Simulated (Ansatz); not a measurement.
Ge2Sb2Te5 (Ge2Sb2Te5-Kooi type, space group P-3m1)

```yaml
crystal:
  lattice:
    - [4.29363, 0.00000, 0.00000]
    - [-2.14681, 3.71839, 0.00000]
    - [0.00000, 0.00000, 17.63591]
  atoms:
    - { symbol: Te, position: [0.00000, 0.00000, 0.00000] }
    - { symbol: Ge, position: [0.66667, 0.33333, 0.09824] }
    - { symbol: Ge, position: [0.33333, 0.66667, 0.90176] }
    - { symbol: Te, position: [0.33333, 0.66667, 0.19409] }
    - { symbol: Te, position: [0.66667, 0.33333, 0.80591] }
    - { symbol: Sb, position: [0.00000, 0.00000, 0.30944] }
    - { symbol: Sb, position: [0.00000, 0.00000, 0.69056] }
    - { symbol: Te, position: [0.66667, 0.33333, 0.40641] }
    - { symbol: Te, position: [0.33333, 0.66667, 0.59359] }
```

This relaxed cell (volume V₀) is scaled evenly in all directions, its shape held. The atoms relax within the cell's symmetry.

Method: PBE (plane waves to 420 eV, PAW, scalar-relativistic; Ansatz, a first-principles code). k mesh 9×9×2 (Γ-centred), Fermi-Dirac smearing 0.05 eV. Compression counts positive. Ge2Sb2Te5 was relaxed with its symmetry unable to fall. Spin-orbit coupling is left out, though Sb and Te are heavy. The PAW data are Ansatz's earlier set.

At one point of the scan the stress tensor (GPa) is:

```
   3.59     0.00     0.00
   0.00     3.59     0.00
   0.00     0.00     2.32
```

Task: Which point is it?
A) V/V₀ = 0.917
B) V/V₀ = 0.933
C) V/V₀ = 0.900
D) V/V₀ = 0.950

Result: A, V/V₀ = 0.917

(Under strain, the slope of the energy per volume gives the stress and its curvature an elastic modulus.)
